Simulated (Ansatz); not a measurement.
BaMgF$_{4}$:
```xyz
12
Lattice="2.0724 -7.1837 0.0000 2.0724 7.1837 0.0000 0.0000 0.0000 5.7194" Properties=species:S:1:pos:R:3 pbc="T T T"
Ba     2.0724     5.0664     1.4299
Ba     2.0724    -5.0664     4.2896
Mg     2.0724    -1.3085     4.2896
Mg     2.0724     1.3085     1.4299
F      2.0724    -2.6880     2.9127
F      2.0724     2.6880     2.8067
F      2.0724     2.6880     0.0530
F      2.0724    -2.6880     5.6664
F      2.0724     0.0000     2.8597
F      2.0724     0.0000     0.0000
F      2.0724     5.9255     4.2896
F      2.0724    -5.9255     1.4299
```

x, y and z are the axes in which the lattice vectors are written.

Problem. Give the high-frequency dielectric tensor and the Born effective charge tensors of the independent atoms from DFPT, the program Ansatz at the PBEsol level (PAW).

Solution. 
ε∞:
```
2.42  0.00  0.00
0.00  2.32  0.00
0.00  0.00  2.41
```
Z* of atom 1 (Ba), rows: field, columns: displacement, in e:
```
2.87  0.00  0.00
0.00  2.42  0.00
0.00  0.00  2.76
```
Z* of atom 3 (Mg), rows: field, columns: displacement, in e:
```
2.00  0.00  0.00
0.00  1.94  0.00
0.00  0.00  2.03
```
Z* of atom 5 (F), rows: field, columns: displacement, in e:
```
-1.31   0.00   0.00
 0.00  -1.11   0.12
 0.00   0.15  -1.23
```
Z* of atom 9 (F), rows: field, columns: displacement, in e:
```
-0.95   0.00   0.00
 0.00  -1.22   0.10
 0.00   0.11  -1.13
```
Z* of atom 11 (F), rows: field, columns: displacement, in e:
```
-1.30   0.00   0.00
 0.00  -0.92   0.00
 0.00   0.00  -1.21
```

Space group Cmcm. The first step of the workflow began from a Materials Project structure, measured or hypothetical; the Crystallography Open Database copy checked does not list it. COD files the formula under space group No. 36. Its standing as an ambient phase is unchecked. Symmetry was held in the PBEsol relaxation. At this level the phase is dynamically unstable (imaginary phonons). Scalar-relativistic: spin–orbit coupling is off unless named, which matters more the heavier the elements.

Potentials: the earlier of the program's two PAW sets. The files were generated under PBE; for other functionals the program regenerates the frozen cores, and for LDA and PBEsol the local potential too.
